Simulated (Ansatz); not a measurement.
Data:

In2Ag:
```xyz
6
Lattice="-3.4263 3.4263 2.7760 3.4263 -3.4263 2.7760 3.4263 3.4263 -2.7760" Properties=species:S:1:pos:R:3 pbc="T T T"
In     4.4897     1.0634     0.0000
In     2.3629     1.0634     2.7760
In    -1.0634     2.3629     2.7760
In     1.0634     2.3629     0.0000
Ag     0.0000     0.0000     4.1639
Ag     0.0000     0.0000     1.3880
```

This is the PBEsol-relaxed structure.

Question: All from DFT-PBEsol in the program Ansatz with PAW potentials, unless another level is named. Estimate the formation energy from the elements (no fitted shifts).

Answer: -0.060 eV/atom.

Question: And the density of states at the Fermi level?

Answer: 0.40 states/eV per atom (mean over ±0.08 eV).

Question: What about the gap with spin–orbit coupling?

Answer: none (metallic).

Space group I4/mcm. The workflow started from an entry of the Crystallography Open Database (COD). Whether it is the stable phase at ambient conditions was not checked. The cell was relaxed with PBEsol under the symmetry of its start; its stability against distortions is not shown here. No spin polarisation was allowed. The references are the lowest solids computed at this level, not always the standard phases. Spin–orbit coupling is left out wherever it is not named.

Potentials: the later of the program's two PAW sets.
